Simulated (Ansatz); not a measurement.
Pb (hcp (Mg type), P6_3/mmc) at seven volumes, PBEsol in the plane-wave PAW code Ansatz, shape and atoms relaxed at each. One row is withheld.

```csv
V (Å³/atom),P (GPa)
27.380,?
28.283,3.26
29.186,1.50
30.088,0.00
30.991,-1.29
31.894,-2.40
32.796,-3.34
```

**Question.** Fit the shown pressures and predict the withheld one.

**Answer.** P = (3/2)B₀(x^(7/2) − x^(5/2))[1 + (3/4)(B′ − 4)(x − 1)] with x = (V₀/V)^(2/3). Least squares on the six rows gives V₀ = 30.087 Å³/atom, B₀ = 46.4 GPa, B′ = 4.16. At V = 27.380, x = 1.0649 and P = 5.32 GPa. The run itself gave 5.33 GPa.

The first step of the workflow began from a Materials Project structure, measured or hypothetical; the Crystallography Open Database files this formula in space group No. 194, but the cells were not matched. It is not the phase usual at ambient conditions (space group No. 225). The PBEsol relaxation kept the symmetry of its start; of distortions, only those at the zone centre were tested. Scalar-relativistic: spin–orbit coupling is off unless named, which matters more the heavier the elements.

Potentials: the later of the program's two PAW sets.
